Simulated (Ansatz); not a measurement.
## Ti$_{5}$N$_{2}$O$_{3}$: phonons across the zone

Theory: DFT PBE, scalar-relativistic, plane waves, PAW in Ansatz 0.2.0. Plane waves to 420 eV; Γ-centred k mesh 10×10×8; Fermi-Dirac smearing of 0.15 eV. No spin polarisation. Phonons by linear response, acoustic sum rule imposed.

The cell, relaxed at this level:
```xyz
10
Lattice="4.7089 -2.0658 -0.0004 4.7089 2.0658 -0.0004 -1.9603 0.0000 5.6403" Properties=species:S:1:pos:R:3 pbc="T T T"
Ti    4.5725    0.0000    4.5771
Ti    2.8850    0.0000    1.0624
Ti    5.6664    0.0000    1.9425
Ti    1.7912    0.0000    3.6971
Ti    0.0000    0.0000    0.0000
N     6.4809    0.0000    3.8047
N     0.9766    0.0000    1.8349
O     3.7288    0.0000    2.8198
O     7.4927    0.0000    0.8643
O    -0.0352    0.0000    4.7752
```

The cell was found from a structure generator's guess, not taken from experiment. In a metal, frequencies and elastic constants depend on the k mesh and the smearing, soft modes and shear constants most. The q mesh is coarse, so values between its points are rough.

Force constants from linear response on a 2×2×1 q mesh.

Q: Is the structure dynamically stable on the q mesh?

A: Yes, on this mesh: no mode is imaginary.

Q: Give the frequencies (cm⁻¹) at the zone-boundary points of high symmetry (interpolated where a point lies off the q mesh).

A:
```
point                    q                                                                                                              frequencies
    C   -0.304 0.304 0.000  151 168 183 190 192 213 223 237 251 259 261 308 308 328 337 347 392 398 448 450 461 475 491 495 515 545 573 596 598 601
   C2  -0.696 -0.304 0.000  151 168 183 190 192 213 223 237 251 259 261 308 308 328 337 347 392 398 448 450 461 475 491 495 515 545 573 596 598 601
   Y2  -0.500 -0.500 0.000  120 143 192 195 200 214 218 224 231 248 249 261 286 318 320 327 387 399 443 444 451 460 487 491 509 558 564 571 575 591
   M2  -0.500 -0.500 0.500  139 167 168 178 182 193 221 227 232 242 265 274 284 304 326 350 378 388 440 445 449 462 487 497 506 550 558 571 590 596
    D  -0.724 -0.276 0.500  138 154 172 190 202 211 230 238 252 267 277 296 307 325 345 355 389 398 437 450 467 481 490 500 513 549 572 599 601 602
   D2   -0.276 0.276 0.500  138 154 172 190 202 211 230 238 252 267 277 296 307 325 345 355 389 398 437 450 467 481 490 500 513 549 572 599 601 602
    A    0.000 0.000 0.500  114 132 133 135 175 192 225 231 238 242 266 274 286 313 323 325 383 399 447 451 454 475 480 501 518 555 569 572 582 596
   L2   -0.500 0.000 0.500  136 150 158 190 198 213 229 245 252 270 277 299 308 329 343 350 386 402 440 447 468 484 492 506 507 543 578 598 601 604
   V2   -0.500 0.000 0.000  156 159 174 178 190 217 232 232 254 256 278 285 308 335 344 354 386 406 446 449 464 483 492 504 507 550 568 599 603 604
```
